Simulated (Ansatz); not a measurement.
# ZrCu₅: do energies and stresses tell the same story?

The calculation used DFT PBEsol, scalar-relativistic, plane waves, PAW (Ansatz).

Settings: cutoff 420 eV, Γ-centred mesh 10×10×10 on the computed 6-atom cell, Gaussian smearing of 0.10 eV; no spin polarisation.

Relaxed cell: F-43m, a = 6.788 Å, b = 6.788 Å, c = 6.788 Å, α = 90.00°, β = 90.00°, γ = 90.00°, 6 atoms in the primitive cell. Whether it is the stable form of this composition wasn't checked.

Energies at zero smearing and pressures from the stress tensor, at volumes with shape and atoms relaxed:
```
V (Å³/atom) E − E(first) (meV/atom) P (GPa)
     12.250                     0.00    11.47
     12.641                   -20.21     5.27
     13.032                   -26.51     0.04
     13.423                   -21.08    -4.36
     13.814                    -5.79    -8.06
```

Question: Check P = −dE/dV between neighbouring volumes, and get the bulk modulus from the pressures alone.

Answer: With 1 eV/Å³ = 160.2 GPa:
| middle V (Å³/atom) | −ΔE/ΔV (GPa) | mean P (GPa) |
| --- | --- | --- |
| 12.446 | 8.282 | 8.370 |
| 12.837 | 2.581 | 2.655 |
| 13.228 | -2.224 | -2.158 |
| 13.619 | -6.266 | -6.212 |

The two differ by 0.09 GPa at most. The mean of two end pressures misses the average over a step by about ΔV² P″/12, up to 0.09 GPa here; with that taken off 0.00 GPa remains. Around V = 13.032 Å³/atom, the two neighbours give B = −V ΔP/ΔV = 13.032 × 9.63 / 0.782 = 160.4 GPa, against B0 = 159.5 GPa from the Birch–Murnaghan fit of the energies.